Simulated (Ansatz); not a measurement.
ZnAg (CsCl type), frozen-phonon scan

ZnAg (CsCl type)

```yaml
crystal:
  lattice:
    - [6.15371, 0.00000, 0.00000]
    - [3.07686, 3.07686, 0.00000]
    - [0.00000, 0.00000, 3.07686]
  atoms:
    - { symbol: Zn, position: [0.00000, 0.50000, 0.50000] }
    - { symbol: Zn, position: [0.50000, 0.50000, 0.50000] }
    - { symbol: Ag, position: [0.00000, 0.00000, 0.00000] }
    - { symbol: Ag, position: [0.50000, 0.00000, 0.00000] }
```

A phonon eigenvector at M = (0.5, 0.5, 0.0) is frozen into this cell: atom i moves by Q times the vector below, so Q is the largest atomic displacement, in Å. The cell is held. It is one choice among 2 degenerate patterns. (q is in reciprocal vectors of the primitive cell; the cell shown is doubled to hold the pattern.)

```tsv
atom	x	y	z
Zn1	0.000	-1.000	0.000
Zn2	0.000	1.000	0.000
Ag3	0.670	0.000	0.000
Ag4	-0.670	0.000	0.000
```

These are LDA (plane waves to 420 eV, PAW, scalar-relativistic; Ansatz, a quantum-chemistry and plane-wave program) values and carry that method's errors. k mesh 15×15×15 (Γ-centred), Fermi-Dirac smearing 0.05 eV. Energies are smeared free energies. Stress and pressure are positive under compression. With partly filled bands, energies and forces of such displacements shift with the k mesh and the smearing. ZnAg was relaxed with its symmetry unable to fall. The zero of ΔE is the undisplaced structure.

```csv
Q (Å),ΔE (meV/cell),−dE/dQ from forces (eV/Å),P (GPa)
-0.280,1466,11.929,16.7
-0.233,975,9.180,11.3
-0.187,602,6.866,7.1
-0.140,329,4.879,3.9
-0.093,143,3.123,1.7
-0.047,35,1.522,0.4
0.000,0,0.000,0.0
0.047,35,-1.522,0.4
0.093,143,-3.123,1.7
0.140,329,-4.879,3.9
0.187,602,-6.866,7.1
0.233,975,-9.180,11.3
0.280,1466,-11.929,16.7
```

Derived quantities:

Energy at Q = 0.280 Å: 1466 meV/cell
Space group of the distorted cell: Cmmm (No. 65), lowered from Pm-3m
Symmetry of the curve: even: the same for both signs
Shape of the curve: a single well with its minimum at or next to zero displacement
Harmonic wavenumber from the curvature (finite differences): 197 cm⁻¹
Wavenumber by perturbation theory (DFPT, on another k mesh): 198 cm⁻¹

(For displaced atoms, the force is minus the slope of the energy, and its curvature is a force constant, which sets phonon frequencies.)
